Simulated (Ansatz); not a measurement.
AlGaN₂ in space group P3m1 (No. 156; Al on 1a, Ga on 1c, N on 1c, N on 1a), the program Ansatz at the LDA level (PAW). The conduction-band minimum lies at Γ, with 1 equivalent valley. Second derivatives d²E/dk² of the lowest band at one valley (eV·Å²), along Cartesian directions:

```csv
direction,d²E/dk²
[100],30.43
[010],30.43
[001],30.18
[110],30.43
[101],30.31
[011],30.31
```

Q: Find the principal effective masses, the density-of-states mass and the conductivity mass.

A: Off-diagonal terms follow from H_xy = H[110] − (H_xx + H_yy)/2, and m*/mₑ = 7.620 eV·Å² over each eigenvalue: 0.25, 0.25, 0.25. One valley's DOS mass (m₁m₂m₃)^(1/3) = 0.25, conductivity mass 3/(Σ 1/mᵢ) = 0.25 mₑ.

Q: What effective density of states Nc follows at 300 K for parabolic valleys?

A: Nc = 2.509e19 × 1 × (0.25)^(3/2) ≈ 3.1e18 cm⁻³.

Q: With the computed static dielectric constant 9.21 (mean of the diagonal), estimate a hydrogenic donor's binding energy and radius.

A: E = 13.606 eV × 0.25/9.21² ≈ 40 meV; a = 0.529 Å × ε/m* ≈ 19 Å. Semilocal masses tend to be too small where the gap is.

The first step of the workflow began from a Materials Project structure, measured or hypothetical; the Crystallography Open Database copy checked does not list it. With Al and Ga taken as one species the cell has the higher symmetry P6_3mc, so it may be an ordered model of a mixed-site phase. Its standing as an ambient phase is unchecked. The cell was relaxed with LDA under the symmetry of its start; phonons on a q-mesh show no instability. Scalar-relativistic: spin–orbit coupling is off unless named, which matters more the heavier the elements.

Potentials: the later of the program's two PAW sets.
